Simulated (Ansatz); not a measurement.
LaSi: what a change of basis.ecutwfc does

All numbers are calculated (PBEsol, no spin polarisation, no spin-orbit coupling; Ansatz, PAW set soft_2, 420 eV, k-mesh 8×8×6), not measured. These are the settings of the reference run.

Cell:

```xyz
8
Lattice="2.2681 -6.5973 0.0000 2.2681 6.5973 0.0000 0.0000 0.0000 6.5902" Properties=species:S:1:pos:R:3 pbc="T T T"
La    2.2681    2.9718    1.6475
La    2.2681   -2.9718    4.9426
La    2.2681   -0.6911    1.6475
La    2.2681    0.6911    4.9426
Si    2.2681    5.3917    6.1781
Si    2.2681   -5.3917    0.4121
Si    2.2681   -5.3917    2.8830
Si    2.2681    5.3917    3.7072
```

The reference run of this cell is solved again as a single point with these keys changed:

| key | reference run | changed run |
| --- | --- | --- |
| basis.ecutwfc | 420 | 450 eV |

Problem. How far do the results move?

Solution. 

| quantity | reference run | changed run |
| --- | --- | --- |
| energy, changed less reference (meV an atom) | 0 | -0.1 |
| pressure (GPa) | 0.0 | 0.0 |
| largest force (eV/Å) | 0.00 | 0.00 |
| gap on the mesh (eV) | 0.00 | 0.00 |

The results hardly move, so this setting matters little here. It took 6 iterations from the trained starting density.

Caveats: a single point, atoms not relaxed again.
